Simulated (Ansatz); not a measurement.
# ScPd$_{3}$: input and output

The input, for Ansatz 0.2.0 (plane waves, PAW):

```yaml
crystal:
  lattice:
    - [4.0203111, 0.0, 0.0]
    - [0.0, 4.0203111, 0.0]
    - [0.0, 0.0, 4.0203111]
  atoms:
    - { symbol: Pd, position: [0.0, 0.5, 0.5] }
    - { symbol: Pd, position: [0.5, 0.0, 0.5] }
    - { symbol: Pd, position: [0.5, 0.5, 0.0] }
    - { symbol: Sc, position: [0.0, 0.0, 0.0] }
kpoints:
  mp_grid: { grid: [6, 6, 6], shift: [0, 0, 0] }
  band_path:
    path:
      - [0.0, 0.0, 0.0]
      - [0.0, 0.5, 0.0]
      - [0.5, 0.5, 0.0]
      - [0.0, 0.0, 0.0]
      - [0.5, 0.5, 0.5]
      - [0.0, 0.5, 0.0]
      - [0.5, 0.5, 0.5]
      - [0.5, 0.5, 0.0]
    npoints: 20
magnetization:
  spin_polarized: true
scf:
  occupations: { method: tetrahedron }
  lower_state_search: "off"
  max_iter: 200
hamiltonian:
  pseudopotentials: { kind: paw }
  xc: r2scan
basis:
  ecutwfc: 500
  fft_grid_basis: typed
output:
  forces: true
  stress: true
  eigenvalues: true
  bader: true
  populations: true
  elf: true
  write_potential: true
  volumetric_format: npy
  dos:
    e_range: [-12, 8]
    de: 0.05
    projected: { site_lists: { Pd: [Pd], Sc: [Sc] } }
  write_density: true
checkpoint:
  read: saved_state
```

Run as

```sh
ansatz run input.yaml --threads 1 --pin off --max-ram 2560MiB --backend cpu --events-out ev --progress --plain --runs-dir out
```

The run starts from an earlier solution of this cell. The state carries no moments; the state need not be the lowest.

Parts of the output:

```
band count auto-derived: 40 (N_el = 65.0; filled up to band 33; 39 by the electrons, moments and atoms)
Pseudopotentials: kind: paw
Pseudopotential: Pd, paw, valence charge 18, recommended cutoff 500 eV (meta_gga), Pd.paw.azcp
Pseudopotential: Sc, paw, valence charge 11, recommended cutoff 500 eV (meta_gga), Sc.paw.azcp
Functional definition: r2SCAN
  exchange = r2scan_x(k0 = k0, k1 = k1, a1 = a1)
  correlation = r2scan_c
Crystal: 4 atoms, lattice volume = 64.980 Å³
Basis set: ecut = 500 eV, 1647 PW (Γ), exchange–correlation on 120×120×120 points (64 copies of the dense FFT grid, shifted against one another)
Bands: 40, of which v1, the nominal top of the filled ones, is band 33 counted from 1 (32 counted from 0)
Symmetry: 48 space group operations
Space group: Pm-3m (ITA 221), of the structure as read, at distance tolerance 4.0e-5 Å
k-points: 20 of 216
Initial density: read from a saved state, or passed on in memory by an earlier SCF of this step, an earlier step, the calling program or the single point that the run made first
Functional: x = r2scan, c = r2scan; τ floored in thin density (d = 2e-4 eV/Å³)
Magnetization: 0.0000 μB (32.5000 up, 32.5000 down)
Absolute magnetization: 0.0000 μB (∫|ρ↑−ρ↓|)
Spin contamination: 0.0000 ħ² per cell (⟨S²⟩ above its minimum at these occupations)
Per-site moments (μB) at R_I (Å): [(0.0, 1.1727), (0.0, 1.1727), (0.0, 1.1727), (0.0, 1.1727)]
Free energy (F): -23101.2758 eV
Harris-Foulkes:  -23101.2758 eV  (|F-HF|=5.27e-8)
Internal energy: -23101.2757 eV  (E = F + TS)
E sigma→0 (E₀):  -23101.2758 eV
Entropy (-TS):   -0.0001 eV (-0.032 meV/atom)
Fermi energy:    16.9078 eV
--- Per-component energies (eV) ---
  E_band       = -706.0544
  E_kinetic    = 1809.6885
  E_local      = -6611.8577  (includes V_loc(G=0)·N_el)
  E_nonlocal   = 730.5601
  E_hartree    = 2656.0883
  E_xc         = -583.1936
  E_vxc        = -843.6403  (∫ρ·V_xc dr)
  E_paw        = -12279.8544  (= ΣΔE_a)
  E_vpaw       = -1164.7745  (= ΣTr[D̂ρ^β])
  E_aug_tail   = 0.0003  (compensation charges beyond the density's cutoff)
  E_vtau       = 61.8174  (kinetic-family band-sum trace: ∫τ·v_τ [+ j·A + Jᵃ·Aᵃ] dr)
  E_ewald      = -8821.1125
  E_core_change = -1.5948  (= ΣΔE_core)
  E_smearing   = -0.0001  (= −TS)
--- Stress (GPa, compression-positive) ---
       -5.1001       0.0000       0.0000
        0.0000      -5.1001       0.0000
        0.0000       0.0000      -5.1001
  P = ⅓ Tr σ = -5.1001 GPa (-51.001 kbar)
```

Origin: a database entry at a rescaled volume. Caveats: empty levels are not fully converged; the input typed no starting moments; forces and stress under tetrahedra may miss the slope of the energy.

Run time, from a saved density: 26 s on 1 thread of Intel(R) Xeon(R) Platinum 8375C CPU @ 2.90GHz (Ice Lake), on a shared host, peak memory 0.79 GiB.
